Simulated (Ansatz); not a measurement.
**BiTe under strain: Field gradients at the nuclei**

The cell is a COD entry, relaxed with PBE at fixed cell and then changed (z stretched by 3 %, ions relaxed).

```cif
data_structure
_symmetry_space_group_name_H-M 'P 1'
_symmetry_Int_Tables_number 1
_cell_length_a 4.6441
_cell_length_b 4.6441
_cell_length_c 4.5750
_cell_angle_alpha 60.491
_cell_angle_beta 60.491
_cell_angle_gamma 59.018
_cell_volume 69.74
loop_
_atom_site_label
_atom_site_type_symbol
_atom_site_fract_x
_atom_site_fract_y
_atom_site_fract_z
_atom_site_occupancy
Bi1 Bi 0.00000 0.00000 0.00000 1
Te2 Te 0.50000 0.50000 0.50000 1
```

Atom numbers follow the list; atoms alike are taken as one site, whose name carries the number of the first.

Level of theory: DFT, PBE, plane waves and PAW, scalar-relativistic, 420 eV cutoff, Γ-centred 13×13×13 k-points, Fermi–Dirac smearing 0.05 eV (Ansatz 0.2.0).

C_Q = eQV_zz/h, which is 24.18 MHz for Q = 1 b and V_zz = 10²¹ V/m²; η = (V_xx − V_yy)/V_zz.

²⁰⁹Bi: I = 9/2, Q = -516.0 mb. Nuclear quadrupole moments: year-2017 set (Pyykkö).

Problem. What field gradients does the calculation give at each kind of site?

Solution. 

```csv
site,atoms (order as listed),first shell,V_zz (10²¹ V/m²),η,C_Q (MHz)
Bi,1,6 Te at 3.23–3.33 Å,-5.83,0.00,72.7
Te,2,6 Bi at 3.23–3.33 Å,-1.30,0.00,–
```

An axis of threefold or higher order runs through Bi and Te, so V_zz lies along it and η is zero.

Te has no stable isotope with a ground-state quadrupole moment in the table, so no C_Q is given.

With no gap above 0.1 eV, as in a metal, the gradients converge slowly in k; expect changes of a tenth or more on a denser mesh. Spin–orbit coupling is left out, which shifts gradients on Bi by a few per cent in wide-gap crystals, and can shift them far more where the calculated gap is small or absent, as here.
